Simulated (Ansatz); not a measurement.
**Magnetic states of nickel, omega (AlB2-type)**

All numbers below come from Ansatz, DFT, BLYP, plane waves (420 eV) with PAW, scalar-relativistic. The PAW files were generated under PBE, with cores re-solved for the functional.

Each start was relaxed and then solved on a dense mesh, with Fermi-Dirac smearing of 0.05 eV (0.1 eV in a metal without spin) extrapolated to zero. Rows within 2 meV/atom of each other tie.

Where does each start end, and how do the energies compare? Starts: non-magnetic; ferromagnetic.


```
        start                                 ends  ΔE (meV/atom)  V (Å³/atom)
ferromagnetic  ferromagnetic, net 0.63 μB per atom            0.0        11.69
 non-magnetic                    spin not included           33.7        11.64
```
